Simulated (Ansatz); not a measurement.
**Straining HBr**

All numbers below come from DFT PBEsol, scalar-relativistic, plane waves, PAW in Ansatz 0.2.0. Run with 420 eV cutoff, 6×6×8 k-mesh, Gaussian smearing of 0.02 eV, no spin polarisation.

Starting point, cell and atoms relaxed:

```yaml
crystal:
  lattice:
    - [5.44591, 0.00000, 0.00000]
    - [0.00000, 5.44591, 0.00000]
    - [0.00000, 0.00000, 3.34230]
  atoms:
    - { symbol: H, position: [0.00000, 0.00000, 0.00000] }
    - { symbol: H, position: [0.50000, 0.50000, 0.50000] }
    - { symbol: Br, position: [0.00000, 0.00000, 0.50000] }
    - { symbol: Br, position: [0.50000, 0.50000, 0.00000] }
```

Deformation: biaxial strain in the a-b plane, with the length and tilt of c and the atoms relaxed, all within the symmetry that the strain leaves. Energies are extrapolated to zero smearing. Gaps are Kohn–Sham gaps over the whole zone.

Problem. Give the structure at +1.5 %.

Solution.
```yaml
crystal:
  lattice:
    - [5.52760, 0.00000, 0.00000]
    - [0.00000, 5.52760, 0.00000]
    - [0.00000, 0.00000, 3.34344]
  atoms:
    - { symbol: H, position: [0.00000, 0.00000, 0.00000] }
    - { symbol: H, position: [0.50000, 0.50000, 0.50000] }
    - { symbol: Br, position: [0.00000, 0.00000, 0.50000] }
    - { symbol: Br, position: [0.50000, 0.50000, 0.00000] }
```
Space group I4/mmm (139), 0.1 meV/atom over the relaxed crystal.